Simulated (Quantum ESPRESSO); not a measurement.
```
AgBr
1.0
    0.00000     2.83746     2.83746
    2.83746     0.00000     2.83746
    2.83746     2.83746     0.00000
Br Ag
1 1
Direct
  0.50000   0.50000   0.50000
  0.00000   0.00000   0.00000
```

Cell and atoms were relaxed with PBEsol from Materials Project entry mp-23231, within its symmetry.

What does PBEsol (Quantum ESPRESSO, PseudoDojo norm-conserving, 82 Ry, no spin-orbit coupling) give for the electronic structure near the Fermi level?

The PBEsol gap is indirect, 0.50 eV, from L to Γ; the smallest direct gap is 2.57 eV. Spin-orbit splittings are left out.
